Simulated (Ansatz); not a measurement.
## AlGa2As3, before and after

A trial structure of AlGa2As3 was built thus: random cell by space group and Wyckoff sites (P-6m2, No. 187). Lengths were set from tabulated atomic sizes, so they are only a guess.

start:

Space group P-6m2 (No. 187). a = 4.719 Å, b = 4.719 Å, c = 7.750 Å, α = 90.00°, β = 90.00°, γ = 120.00°
```json
{"atom": "Al", "site": "1a", "symmetry": "-6m2", "x": "0.0000", "y": "0.0000", "z": "0.0000"}
{"atom": "Ga", "site": "1c", "symmetry": "-6m2", "x": "0.3333", "y": "0.6667", "z": "0.0000"}
{"atom": "Ga", "site": "1e", "symmetry": "-6m2", "x": "0.6667", "y": "0.3333", "z": "0.0000"}
{"atom": "As", "site": "2h", "symmetry": "3m.", "x": "0.3333", "y": "0.6667", "z": "0.2187"}
{"atom": "As", "site": "1d", "symmetry": "-6m2", "x": "0.3333", "y": "0.6667", "z": "0.5000"}
```

Level of theory: DFT PBE, scalar-relativistic, plane waves, PAW (Ansatz). Cutoff 420 eV, Gaussian smearing, Γ-centred meshes. Cell and atoms relax first on a coarse mesh and then on a finer one. In between, the cell is made exact in the group found at 0.06 Å. In metals the finer mesh still leaves noise of several meV/atom or more. The steps can't lower the symmetry of their start. No spin polarisation.

end:

Space group P-6m2 (No. 187). a = 4.786 Å, b = 4.786 Å, c = 9.631 Å, α = 90.00°, β = 90.00°, γ = 120.00°
| atom | site | symmetry | x | y | z |
| --- | --- | --- | --- | --- | --- |
| Al | 1a | -6m2 | 0.0000 | 0.0000 | 0.0000 |
| Ga | 1c | -6m2 | 0.3333 | 0.6667 | 0.0000 |
| Ga | 1e | -6m2 | 0.6667 | 0.3333 | 0.0000 |
| As | 2h | 3m. | 0.3333 | 0.6667 | 0.2610 |
| As | 1d | -6m2 | 0.3333 | 0.6667 | 0.5000 |

The symmetry stays P-6m2 (No. 187). The volume per atom grows by 27.9 %, from 24.9 to 31.8 Å³. The shortest distance goes from 1.69 Å (Ga–As) to 2.30 Å (As–As). The ratio c/a of the conventional cell changes by a factor of 1.23. The energy falls by about 2.2 eV/atom (the start's value is from the coarse mesh).

```yaml
Volume_per_atom: 31.85 Å³
Density: 3.40 g/cm³
Energy_over_the_elements: +0.65 eV/atom
Gap_on_the_12×12×4_mesh_of_the_6-atom_cell: 0 eV (a metal)
```

The zero of energy is the elements' standard structures at the same level; no fitted shifts are applied. A positive value: parting into the elements would lower its energy.

The last run used Gaussian smearing of 0.10 eV. The reference form of As is held partly by dispersion forces, which this level lacks. Symmetry constrained the relaxation, so the result can be a saddle point. In all, the 3 runs took 9.4 min on 1 thread of AMD EPYC (Zen 3), on a shared host. Another cell of AlGa2As3 relaxed alike, in P4/mmm, lies 0.52 eV/atom lower, so this cell isn't the stable form at this level.
